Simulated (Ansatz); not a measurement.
The elements of this relaxed trial crystal are hidden behind letters.

```
lattice vectors (Å)
   6.4012    0.0000    0.0000
  -3.2006    5.5436    0.0000
   0.0000    0.0000    5.8922
fractional positions
X 0.0000 0.0000 0.5000
Z 0.5000 0.0000 0.0000
Z 0.0000 0.5000 0.0000
Z 0.5000 0.5000 0.0000
Z 0.0000 0.0000 0.0000
```

All numbers below come from DFT PBE, scalar-relativistic, plane waves, PAW in Ansatz 0.2.0. The final run on the 5-atom cell used 420 eV, a Γ-centred 6×6×6 mesh, 0.10 eV smearing and no spin polarisation.

- Space group: P6/mmm (No. 191)
- Conventional cell: a = 6.401 Å, c = 5.892 Å
- Volume per atom: 41.82 Å³
- Density: 4.19 g/cm³
- Energy over the elements: +0.25 eV/atom
- Gap on the 6×6×6 mesh of the 5-atom cell: 0 eV (a metal)

Energies are uncorrected and count from the elements' standard states at the same level.

Task: X is an s-block element of period 4 and Z is a p-block element of period 5. Which elements are they?

Result: X = Ca, Z = Sb, so the formula is CaSb4. Density times volume gives a mean mass of 4.19 × 41.82/1.6605 = 105.5 u per atom, and this set has 105.4 u. Ca is surrounded by 2 Sb at 2.95 Å; Sb on a site of symmetry mmm is surrounded by 6 Sb at 3.20 Å; Sb on a site of symmetry 6/mmm is surrounded by 2 Ca at 2.95 Å and 6 Sb at 3.20 Å. Other sets within the hints have nearly the same mass, so mass alone doesn't settle it; this one was computed.

These runs have no spin–orbit coupling, which can matter for Sb. The cell is a metal run without spin; a magnetic state may lie lower. A structure relaxed within its symmetry needn't be a true minimum. Another cell of CaSb4 relaxed alike, in P6/mmm, lies 0.37 eV/atom lower, so this cell isn't the stable form at this level.
